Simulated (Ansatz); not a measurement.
Crystals of one structure type (zinc blende) and one family of elements, relaxed and computed with LDA (plane waves, PAW; program Ansatz).

```
crystal  V (Å³/atom)  K_Hill (GPa)
-------  -----------  ------------
AlN            10.23           210
GaN            11.05           202
BP             11.32           176
AlP            20.06          90.0
GaAs           21.98          74.5
AlAs           22.29             ?
InP            24.72          71.3
```

Fit a straight line to ln K against ln V and predict the withheld value.

Least squares on the 6 shown rows: ln K = -1.28 × ln V + (8.327), with a scatter of 4.5 %. For AlAs this gives 77.8. The run itself gave 75.5, a miss of 3.0 % of that.

All cells were relaxed under the symmetry of their starts (and spin orders); stability against distortions was not tested throughout. Spin–orbit coupling is left out wherever it is not named.

Potentials: the earlier of the program's two PAW sets. The files were generated under PBE; for other functionals the program regenerates the frozen cores, and for LDA and PBEsol the local potential too.
